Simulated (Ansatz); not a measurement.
The cell is an ordered 8-atom cell of Ga4AsP3 on the zincblende lattice (R3m); cell and atoms were relaxed with r2SCAN. It is trigonal, R3m (No. 160); conventional cell a = 3.892 Å, c = 38.145 Å, 20.85 Å³ an atom. P is surrounded by 4 Ga at 2.36–2.38 Å; P is surrounded by 4 Ga at 2.36–2.37 Å; As is surrounded by 4 Ga at 2.41–2.45 Å; Ga is surrounded by 4 P at 2.36–2.38 Å; Ga is surrounded by 3 P at 2.37 Å and 1 As at 2.45 Å; Ga is surrounded by 1 P at 2.36 Å and 3 As at 2.41 Å.

```xyz
8
Lattice="1.9460 1.1235 12.7151 -1.9460 1.1235 12.7151 0.0000 -2.2471 12.7151" Properties=species:S:1:pos:R:3 pbc="T T T"
P     0.0000    0.0000    0.0434
P     0.0000    0.0000   28.6093
P     0.0000    0.0000   19.0308
As    0.0000    0.0000    9.5321
Ga    0.0000    0.0000   26.2460
Ga    0.0000    0.0000   16.6669
Ga    0.0000    0.0000    7.0846
Ga    0.0000    0.0000   35.8315
```

4 runs of the plane-wave code Ansatz on this cell differ in the functional (and in the settings that go with it). Levels are in eV from each run's valence top; v1 is the last filled band, c1 the first empty one.

Run A, mean stress 0.0 GPa (compression positive):
```
point     v5     v3     v1    c1    c2    c3
    Γ  -0.71  -0.15   0.00  1.67  1.85  2.10
    T  -1.13  -0.53  -0.09  1.73  1.93  2.41
   H₂  -3.86  -2.55  -2.21  2.70  2.79  3.66
```

Run B, mean stress +2.6 GPa (compression positive):
```
point     v5     v3     v1    c1    c2    c3
    Γ  -0.69  -0.15   0.00  1.28  1.35  1.72
    T  -1.10  -0.52  -0.09  1.36  1.55  1.99
   H₂  -3.75  -2.46  -2.13  2.39  2.48  3.31
```

Run C, mean stress +0.6 GPa (compression positive):
```
point     v5     v3     v1    c1    c2    c3
    Γ  -0.76  -0.11   0.00  2.81  2.94  3.27
    T  -1.21  -0.57  -0.09  2.87  3.08  3.59
   H₂  -4.12  -2.68  -2.31  3.82  3.91  4.84
```

Run D, mean stress +0.9 GPa (compression positive):
```
point     v5     v3     v1    c1    c2    c3
    Γ  -0.75  -0.14   0.00  2.13  2.29  2.59
    T  -1.19  -0.56  -0.09  2.19  2.40  2.91
   H₂  -4.04  -2.64  -2.28  3.15  3.23  4.14
```

**Question.** Match the runs to PBE, r2SCAN, HSE06, PBE0.

**Answer.** A is r2SCAN, B is PBE, C is PBE0, D is HSE06. In order of the gap: PBE 1.28, r2SCAN 1.67, HSE06 2.08, PBE0 2.75 eV. The stress vanishes for r2SCAN, which relaxed the cell.

Values at 0 K without nuclear motion; spin polarisation is off, and the phase may be a hypothetical one.

Spin-orbit coupling is left out.

The program warns that its thresholds are loose for a hybrid's stress.
